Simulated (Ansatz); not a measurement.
The relaxed structure here is a generated cell of BeNi: the first start was made by placing the elements on the sites of a structure type, and the end was not matched to a known phase here, so it may be hypothetical.

A relaxed cell of BeNi (P6/mmm (No. 191)), relaxed on a k-mesh at least as fine as the one used below. Method: PBEsol (plane waves to 420 eV, PAW, scalar-relativistic; Ansatz, a program for electronic structure). Γ-centred k-mesh 9×9×9 on the run's cell (coarser than for final values), Fermi–Dirac smearing 0.05 eV.

```xyz
12
Lattice="9.3408 0.0000 0.0000 -2.3352 4.0447 0.0000 4.6704 0.0000 3.4574" Properties=species:S:1:pos:R:3 pbc="T T T"
Ni     0.0000     4.0447     0.0000
Ni     4.6704     4.0447     0.0000
Ni     1.1676     2.0223     0.0000
Ni     5.8380     2.0223     0.0000
Ni    -1.1676     2.0223     0.0000
Ni     3.5028     2.0223     0.0000
Be     0.0000     0.0000     0.0000
Be     2.3352     4.0447     0.0000
Be     9.3408     2.6965     1.7287
Be     4.6704     2.6965     1.7287
Be     2.3352     1.3482     1.7287
Be     7.0056     1.3482     1.7287
```

The atoms are displaced along an unstable phonon of this cell by (Å):

| atom | ux | uy | uz |
|---|---|---|---|
| Ni1 | 0.000 | 0.000 | 0.065 |
| Ni2 | 0.000 | 0.000 | -0.065 |
| Ni3 | 0.000 | 0.000 | -0.065 |
| Ni4 | 0.000 | 0.000 | 0.065 |
| Ni5 | 0.000 | 0.000 | 0.000 |
| Ni6 | 0.000 | 0.000 | 0.000 |
| Be7 | 0.000 | 0.000 | 0.000 |
| Be8 | 0.000 | 0.000 | 0.000 |
| Be9 | 0.075 | -0.130 | 0.000 |
| Be10 | -0.075 | 0.130 | 0.000 |
| Be11 | -0.075 | 0.130 | 0.000 |
| Be12 | 0.075 | -0.130 | 0.000 |

Task: What forces (eV/Å) and pressure result?

Result: 
```
atom     Fx     Fy     Fz
----  -----  -----  -----
Ni1    0.00   0.00   0.17
Ni2    0.00   0.00  -0.17
Ni3    0.00   0.00  -0.17
Ni4    0.00   0.00   0.17
Ni5    0.00   0.00   0.00
Ni6    0.00   0.00   0.00
Be7    0.00   0.00   0.00
Be8    0.00   0.00   0.00
Be9   -0.05  -0.05   0.00
Be10  -0.07  -0.02   0.00
Be11   0.05   0.05   0.00
Be12   0.07   0.02   0.00
```

Pressure -0.4 GPa.

The undisplaced cell is probably no minimum: from this displacement the run went on to Imma (No. 74), 0.11 eV/atom below it.

No spin polarisation in the result: the starting moments vanished. A magnetic state may lie lower.
